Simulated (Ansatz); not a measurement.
An Ansatz (a program for electronic structure) input:

Ansatz 0.2 input:
```yaml
crystal:
  lattice:
    - [0.0, 2.7732946991, 2.7732946991]
    - [2.7732946991, 0.0, 2.7732946991]
    - [2.7732946991, 2.7732946991, 0.0]
  atoms:
    - { symbol: N, position: [0.25, 0.25, 0.25] }
    - { symbol: La, position: [0.0, 0.0, 0.0] }
kpoints:
  mp_grid: { grid: [7, 7, 7] }
  band_path:
    path:
      - [[0.0, 0.0, 0.0], [0.5, 0.0, 0.5], [0.625, 0.25, 0.625]]  # Γ-X-U
      - [[0.375, 0.375, 0.75], [0.0, 0.0, 0.0], [0.5, 0.5, 0.5], [0.5, 0.25, 0.75], [0.5, 0.0, 0.5]]  # K-Γ-L-W-X
      - [VBM, CBM]
    npoints: 12
basis: { ecutwfc: 600, xc_grid: 2 }
hamiltonian:
  xc: pbesol
  pseudopotentials: { azcp: { folder: ./paw }, kind: paw_fr }
magnetization: { noncollinear: true, spin_orbit: true }
scf:
  n_extra_bands: 12
  convergence: { dr2_threshold: 0.0000000001 }
  occupations: { method: gaussian, width: 0.01 }
checkpoint: { write: soc.run }
output: { eigenvalues: true }
```

### Question
How many symmetry operations and irreducible k-points will the run report?

### Answer
24 operations, 20 of 343 k-points.

### Question
With a cutoff of 600 eV, how many plane waves at Γ?

### Answer
1411.

It took around 40 core-seconds (rough) on shared server cores.

Space group F-43m (zinc blende). The start of the workflow was typed in or built on a structure type; neither database checked (COD, Materials Project) lists it. COD files the formula under space group No. 225. Its standing as an ambient phase is unchecked. The cell was relaxed with PBEsol under the symmetry of its start; whether a distortion lowers the energy is not shown.

Potentials: the earlier of the program's two PAW sets. The files were generated under PBE; for other functionals the program regenerates the frozen cores, and for LDA and PBEsol the local potential too.

Ansatz is a plane-wave DFT program.
